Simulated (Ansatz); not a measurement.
**PbF2 at several levels of theory**

One geometry, relaxed with PBE+D3(BJ), and single points on it; plane waves with PAW potentials in Ansatz, scalar-relativistic unless the row names spin-orbit coupling. No spin polarisation. Meshes are on the primitive cell of 3 atoms. Gaps are the least over mesh and band path; pressure is positive in compression. Smearing is Gaussian, 0.02 eV. Rows that don't name D3 lack it, which shows in their pressure.

```
Pb F
1.0
     0.00000    2.98116    2.98116
     2.98116    0.00000    2.98116
     2.98116    2.98116    0.00000
Pb F
1 2
Direct
  0.00000 0.00000 0.00000
  0.25000 0.25000 0.25000
  0.75000 0.75000 0.75000
```

```csv
level,cutoff (eV),k mesh,gap (eV),pressure (GPa),rough cost with bands (core-min)
PBE+D3(BJ),420,8×8×8,4.42,0.0,0.27
```

Task: What do r2SCAN, PBE+D3(BJ) with spin-orbit coupling, LDA give on the same cell?

Result:
```csv
level,cutoff (eV),k mesh,gap (eV),pressure (GPa),rough cost with bands (core-min)
r2SCAN,500,8×8×8,4.94,-1.5,0.4
PBE+D3(BJ) with spin-orbit coupling,420,8×8×8,4.04,-0.1,0.4
LDA,420,8×8×8,4.26,-5.6,0.27
```

Spin-orbit coupling is left out except in a row that names it, which matters for the bands of heavy elements.